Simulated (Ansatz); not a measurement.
This InRuC4N4 structure is the end of a relaxation. The cell was found from a structure generator's guess, not taken from experiment.

Theory: DFT PBE, scalar-relativistic, plane waves, PAW in Ansatz 0.2.0. Cutoff 420 eV, Γ-centred mesh, Gaussian smearing, collinear spin.

```yaml
crystal:
  lattice:
    - [6.20100, 0.00000, 0.00000]
    - [0.00000, 6.20100, 0.00000]
    - [0.00000, 0.00000, 6.20100]
  atoms:
    - { symbol: In, position: [0.00000, 0.00000, 0.00000] }
    - { symbol: Ru, position: [0.50000, 0.50000, 0.50000] }
    - { symbol: C, position: [0.20112, 0.20112, 0.20112] }
    - { symbol: C, position: [0.20112, 0.79888, 0.79888] }
    - { symbol: C, position: [0.79888, 0.20112, 0.79888] }
    - { symbol: C, position: [0.79888, 0.79888, 0.20112] }
    - { symbol: N, position: [0.31014, 0.31014, 0.31014] }
    - { symbol: N, position: [0.31014, 0.68986, 0.68986] }
    - { symbol: N, position: [0.68986, 0.31014, 0.68986] }
    - { symbol: N, position: [0.68986, 0.68986, 0.31014] }
```

The zero of energy is the elements' standard structures at the same level (N₂ as a molecule); no fitted shifts are applied.

(1) Find its symmetry and describe it.

(2) What is its formation energy per atom?

(3) Is it a metal?

(4) Which magnetic moments does it keep?

(5) From what recipe could a structure generator have reached it?

Answers

(1) P-43m (No. 215). Conventional cell: a = 6.201 Å. Around In lie 4 C at 2.16 Å; around Ru lie 4 N at 2.04 Å; around C lie 1 N at 1.17 Å and 1 In at 2.16 Å; N is surrounded by 1 C at 1.17 Å and 1 Ru at 2.04 Å.

(2) +0.677 eV/atom. It can't be a ground state, since the elements alone are lower.

(3) No, the gap on the 6×6×6 mesh is 0.95 eV.

(4) 0.30 μB per atom net, the space between the atoms included; by site: Ru 1.5 μB.

(5) One such recipe: two interpenetrating cyanide-bridged diamond nets (P-43m, No. 215). Other recipes can lead to the same cell.

The last run used collinear spin, a 6×6×6 mesh for its 10-atom cell and Gaussian smearing of 0.02 eV. Kohn–Sham gaps at this level usually fall short of measured ones. The reference form of C is held partly by dispersion forces, which this level lacks. Another magnetic order may lie lower. Symmetry constrained the relaxation, so the result can be a saddle point.
